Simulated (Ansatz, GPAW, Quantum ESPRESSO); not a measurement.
# Nb2Pd: 3 runs at one level of theory

```xyz
3
Lattice="0.0000 2.1454 6.5379 1.8181 0.0000 6.5379 1.8181 2.1454 0.0000" Properties=species:S:1:pos:R:3 pbc="T T T"
Pd    0.0000    0.0000    0.0000
Nb    1.8181    2.1454    8.6605
Nb    1.8181    2.1454    4.4154
```

The cell comes from a database or a generator and needn't be the stable form of this composition.

Alike in all runs: task single point; functional PBEsol; k mesh 10 × 10 × 10; occupations fermi-dirac, width 0.05 eV; no spin polarisation; no spin-orbit coupling. Pressure is positive in compression and, in plane waves, holds the error of the finite cutoff.

```csv
program and potentials,plane-wave cutoff (eV),notes,band gap (eV),pressure (GPa)
"Ansatz, all-electron LAPW, scalar-relativistic",-,-,no gap,-6.78
"Quantum ESPRESSO, GBRV 1.5 PBEsol",612,-,no gap,-7.13
"GPAW, PAW data sets generated for this functional",600,-,no gap,-7.26
```

None finds a gap. The pressure spans -7.26 (GPAW, PAW data sets generated for this functional) to -6.78 GPa (Ansatz, all-electron LAPW, scalar-relativistic), with all-electron results at -6.78.

Differences between rows come from potentials, basis sets and numerical settings, since the functional is the same but for its coding. Runs on potential files found faulty are left out.
